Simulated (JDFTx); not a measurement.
System: TiAl(100) (P4/mmm bulk; lattice of mp-1953, not re-optimised at this level), 1x1 cell of 5 atoms in 5 planes (Al outermost, slab composition Ti2Al3), area 11.43 Å² a face, 5.6 Å between the outermost planes in a cell 21.6 Å high; k mesh 8×6×1, Fermi width 0.01 Ha, no spin polarisation. Whether this polymorph is the ambient one wasn't checked. Neither spin polarisation nor a larger cell was tried.

Computed with a modified build of JDFTx: PBE, GBRV ultrasoft potentials, plane waves to 20/100 Ha. Vacuum. The outer atoms relax from bulk positions, keeping the cell's symmetry; the lattice is not PBE's own optimum in this code, and that strain can shift the moves by a few hundredths of an ångström. Input:

```
lattice \
  5.3115477048 0.0000000000 0.0000000000 \
  0.0000000000 7.6844201077 0.0000000000 \
  0.0000000000 0.0000000000 40.8180842919
coords-type Lattice
ion Al 0.0000000000 0.0000000000 -0.1301273150 1
ion Al 0.0000000000 0.0000000000 0.0000000000 0
ion Al 0.0000000000 0.0000000000 0.1301273150 1
ion Ti 0.5000000000 0.5000000000 -0.0650636570 0
ion Ti 0.5000000000 0.5000000000 0.0650636570 0
ion-species pseudo/al_pbe_v1.upf
ion-species pseudo/ti_pbe_v1.4.upf
elec-cutoff 20 100
elec-ex-corr gga-PBE
coulomb-interaction Slab 001
coulomb-truncation-embed 0 0 0
kpoint-folding 8 6 1
elec-smearing Fermi 0.01
lcao-params 10
elec-n-bands 27
electronic-scf nIterations 100 energyDiffThreshold 1e-07
ionic-minimize nIterations 10 energyDiffThreshold 1e-5 knormThreshold 4e-4
dump-name vac.$VAR
dump End State Ecomponents EigStats BandEigs Forces ElecDensity IonicPositions Fillings Kpoints Dtot
```

How far do the free atoms of the upper face move along the normal, and how much energy is released?

Al (atom 3) -0.08 Å (positive: outward). The free energy falls by 0.028 eV per cell, 20 mJ/m².
